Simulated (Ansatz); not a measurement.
NMR crystallography of ZnS with hydrogen replacing S: given against relaxed positions

Start: a supercell of ZnS (wurtzite type, P6_3mc) built from an entry of the Crystallography Open Database (COD), with all atoms left at the host's positions.

```
Zn H S
1.0
     7.62200    0.00000    0.00000
    -5.71650    9.90127    0.00000
     0.00000    0.00000   12.46800
Zn H S
24 1 23
Direct
  0.16667 0.22222 0.00000
  0.16667 0.22222 0.50000
  0.16667 0.55556 0.00000
  0.16667 0.55556 0.50000
  0.16667 0.88889 0.00000
  0.16667 0.88889 0.50000
  0.66667 0.22222 0.00000
  0.66667 0.22222 0.50000
  0.66667 0.55556 0.00000
  0.66667 0.55556 0.50000
  0.66667 0.88889 0.00000
  0.66667 0.88889 0.50000
  0.33333 0.11111 0.25000
  0.33333 0.11111 0.75000
  0.33333 0.44444 0.25000
  0.33333 0.44444 0.75000
  0.33333 0.77778 0.25000
  0.33333 0.77778 0.75000
  0.83333 0.11111 0.25000
  0.83333 0.11111 0.75000
  0.83333 0.44444 0.25000
  0.83333 0.44444 0.75000
  0.83333 0.77778 0.25000
  0.83333 0.77778 0.75000
  0.16667 0.22222 0.19250
  0.16667 0.22222 0.69250
  0.16667 0.55556 0.19250
  0.16667 0.55556 0.69250
  0.16667 0.88889 0.19250
  0.16667 0.88889 0.69250
  0.66667 0.22222 0.19250
  0.66667 0.22222 0.69250
  0.66667 0.55556 0.19250
  0.66667 0.55556 0.69250
  0.66667 0.88889 0.19250
  0.66667 0.88889 0.69250
  0.33333 0.11111 0.44250
  0.33333 0.11111 0.94250
  0.33333 0.44444 0.44250
  0.33333 0.44444 0.94250
  0.33333 0.77778 0.44250
  0.33333 0.77778 0.94250
  0.83333 0.11111 0.44250
  0.83333 0.11111 0.94250
  0.83333 0.44444 0.44250
  0.83333 0.44444 0.94250
  0.83333 0.77778 0.44250
  0.83333 0.77778 0.94250
```

Atom numbers follow the list; atoms alike are taken as one site, whose name carries the number of the first.

Computed with Ansatz: DFT, PBE, plane waves and PAW, scalar-relativistic, collinear spin, 420 eV cutoff, Γ-centred 3×2×2 k-points, Fermi–Dirac smearing 0.01 eV. Start moments as typed (μB): 1 on each H, none on the rest.

The largest force at the start is 0.51 eV/Å. Relaxing the ions at fixed cell moves them by 0.923 Å at most (atom 25, H) and 0.180 Å rms.

| site | atom | moved (Å) | first shell before | first shell after | V_zz before (10²¹ V/m²) | η before |
| --- | --- | --- | --- | --- | --- | --- |
| Zn1 | 1 | 0.342 | 3 S at 2.31 Å, 1 H at 2.40 Å | 3 S at 2.33–2.39 Å; also 1 H at 2.90 Å | 9.01 | 0.01 |
| Zn2 | 2 | 0.040 | 4 S at 2.31–2.40 Å | 4 S at 2.33–2.34 Å | 1.78 | 0.05 |
| Zn4 | 4 | 0.044 | 4 S at 2.31–2.40 Å | 4 S at 2.33–2.35 Å | 1.77 | 0.18 |
| Zn5 | 5 | 0.110 | 4 S at 2.31–2.40 Å | 4 S at 2.33–2.34 Å | 1.75 | 0.12 |
| Zn13 | 13 | 0.277 | 3 S at 2.31–2.40 Å, 1 H at 2.31 Å | 3 S at 2.34–2.45 Å; also 1 H at 2.88 Å | 5.19 | 0.46 |
| Zn14 | 14 | 0.072 | 4 S at 2.31–2.40 Å | 4 S at 2.33 Å | 2.20 | 0.02 |
| Zn15 | 15 | 0.259 | 1 H at 2.31 Å, 3 S at 2.31–2.40 Å | 1 H at 1.74 Å, 3 S at 2.33–2.40 Å | 6.35 | 0.42 |
| Zn16 | 16 | 0.103 | 4 S at 2.31–2.40 Å | 4 S at 2.33–2.36 Å | 2.24 | 0.01 |
| Zn17 | 17 | 0.098 | 4 S at 2.31–2.40 Å | 4 S at 2.34–2.36 Å | 1.40 | 0.11 |
| Zn19 | 19 | 0.247 | 3 S at 2.31–2.40 Å, 1 H at 2.31 Å | 1 H at 1.76 Å, 3 S at 2.33–2.41 Å | 5.65 | 0.44 |
| Zn20 | 20 | 0.077 | 4 S at 2.31–2.40 Å | 4 S at 2.33–2.36 Å | 2.25 | 0.02 |
| Zn23 | 23 | 0.073 | 4 S at 2.31–2.40 Å | 4 S at 2.34–2.36 Å | 1.67 | 0.27 |
| H | 25 | 0.923 | 4 Zn at 2.31–2.40 Å | 2 Zn at 1.74–1.76 Å, angle 147° | -0.043 | 0.59 |
| S27 | 27 | 0.091 | 4 Zn at 2.31–2.40 Å | 4 Zn at 2.33–2.36 Å | 2.07 | 0.43 |
| S31 | 31 | 0.091 | 4 Zn at 2.31–2.40 Å | 4 Zn at 2.33–2.35 Å | 2.96 | 0.23 |
| S39 | 39 | 0.020 | 4 Zn at 2.31–2.40 Å | 4 Zn at 2.33–2.34 Å | 1.25 | 0.29 |

**Question.** How do the gradients change?

**Answer.** 

```csv
site,atom,V_zz after,η after,change of V_zz
Zn1,1,4.26,0.82,-4.75
Zn2,2,-0.46,0.51,-2.24
Zn4,4,-0.36,0.39,–
Zn5,5,-0.88,0.46,–
Zn13,13,4.12,0.91,-1.07
Zn14,14,0.47,0.59,-1.73
Zn15,15,3.11,0.32,–
Zn16,16,-0.49,0.38,–
Zn17,17,1.12,0.30,–
Zn19,19,3.20,0.36,-2.45
Zn20,20,-0.67,0.51,–
Zn23,23,-0.73,0.89,–
H,25,0.87,0.07,–
S27,27,0.92,0.75,-1.15
S31,31,2.65,0.69,-0.31
S39,39,1.18,0.97,-0.07
```

The largest change of V_zz along a kept axis is on Zn1, from 9.01 to 4.26. In per cent, |V_zz| changes by -79 to -21 on Zn, -56 to -10 on S (all sites that start above 2, bar those whose gradient vanishes or changes sign or whose main axis turns by over 40°). Where |V_zz| stays above 0.1 and the axes keep their order, η moves most on Zn1, from 0.01 to 0.82. On Zn19, S27, Zn6, Zn8, S35 (not all in the table) V_xx and V_yy change places (or their axes turn by over 50°), so the two values of η hide a larger change. V_zz changes sign on Zn2 (axis turned by 23°), S48 (axis turned by 35°), S41 (axis turned by 40°), S30 (axis turned by 25°), S36 (axis turned by 27°), S34 (axis turned by 31°), S28 (axis turned by 41°), S32 (axis turned by 36°) (not all in the table). On Zn15, Zn20, Zn16, Zn4, Zn5, Zn23, Zn17, H and 16 more sites (not all in the table) the largest principal value lies along another axis in the second run, so the two V_zz can't be compared directly. The table leaves out 32 of the 48 sites, with |V_zz| up to 2.43; their tensors move by 1.90 at most along any direction. The statements above cover all sites. The electronic state changes along with the positions (absolute moment from 0.7 to 1.1 μB, a gap opens), so the changes aren't those of geometry alone. The host's own positions weren't relaxed first, so part of the change far from the defect can be the host's relaxation.

The defect repeats with the cell of 48 atoms, so it feels its images: sites between two images don't show the values beside a lone defect, and zeros or small values of η there can come from the images' arrangement. S and Zn carry a gradient in the pure host already, so the values there aren't the defect's effect alone. The shape of the repeated cell lowers the symmetry of the defect's site from 3m to 1, so η and the spread among like neighbours partly reflect the cell. The run lost most of its start moments on H; a state with other moments may lie lower.
Before: The defect cell has no gap above 0.1 eV on its mesh, so the values can hang on the smearing and the k-mesh. The neighbours have not yet relaxed around the defect (largest force 0.51 eV/Å), and relaxing can change the values around it severalfold.
After: With a gap of 0.3 eV on this mesh, small gradients can still move by 0.1 × 10²¹ V/m² or more as the k-mesh gets denser.
